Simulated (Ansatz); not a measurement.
Level of theory: DFT PBE, scalar-relativistic, plane waves, PAW, and for the lanthanide a 4f-in-core norm-conserving potential (Ansatz). All cells share a 690 eV cutoff and Γ-centred k meshes spaced at most about 0.3 Å⁻¹ (about 0.25 or finer for metals, 2π included). No spin polarisation in the final relaxations.

Temperature and zero-point effects are left out.

Two forms of HoGeF₄ were relaxed alike.

1.

```
CELL_PARAMETERS angstrom
0.00000 3.36947 3.36947
3.36947 0.00000 3.36947
3.36947 3.36947 0.00000
ATOMIC_POSITIONS crystal
Ho 0.75000 0.75000 0.75000
Ge 0.00000 0.00000 0.00000
F 0.37558 0.37558 0.37558
F 0.87326 0.37558 0.37558
F 0.37558 0.37558 0.87326
F 0.37558 0.87326 0.37558
```

2.

```
CELL_PARAMETERS angstrom
3.98514 0.00000 0.00000
0.00000 3.98514 0.00000
0.00000 0.00000 5.76250
ATOMIC_POSITIONS crystal
Ho 0.00000 0.00000 0.50000
Ge 0.00000 0.00000 0.00000
F 0.00000 0.50000 0.71969
F 0.50000 0.00000 0.71969
F 0.00000 0.50000 0.28031
F 0.50000 0.00000 0.28031
```

Task: Which form is favoured at zero pressure, and by what margin per atom?

Result: Cell 2 is lower, by 1.26 eV/atom. Cell 1 has space group F-43m (No. 216), 12.8 Å³/atom and no gap on its mesh; cell 2 has space group P4/mmm (No. 123), 15.3 Å³/atom and no gap. Counting F atoms around Ge and Ho (those within 1.25 times the shortest such distance or 1.15 times the sum of covalent radii, 1.27 where that leaves under three; the shortest distance is added where it exceeds 1.18 times the sum of covalent radii), cell 1 has Ho 12, Ge 12 from 2.8 Å and cell 2 has Ho 8, Ge 8 from 2.6 Å. The lower one is the more open, so pressure narrows the difference. In cell 1, around Ho lie 12 F at 2.79 Å and 4 Ge at 2.92 Å; around Ge lie 12 F at 2.80 Å and 4 Ho at 2.92 Å; around F lie 6 F at 2.37–2.39 Å, 3 Ho at 2.79 Å and 3 Ge at 2.80 Å. In cell 2, Ho has 8 F at 2.36 Å and 2 Ge at 2.88 Å; around Ge lie 8 F at 2.57 Å and 2 Ho at 2.88 Å; F is surrounded by 2 Ho at 2.36 Å, 1 F at 2.53 Å, 2 Ge at 2.57 Å and 4 F at 2.82 Å. Both come from invented guesses. A third cell relaxed alike, in Cmmm, lies 143 meV/atom below the lower of the two.

In F-43m, P4/mmm an odd number of valence electrons (the lanthanide is held trivalent, its 4f shell in the core) allows no gap without spin; another valence of the lanthanide, a larger cell or a magnetic state could open one. A magnetic state wasn't ruled out in cells without spin, among them F-43m. Cells relaxed within their symmetry can be saddle points.

The lanthanide is trivalent by construction, without f bands, f moments or other valences.
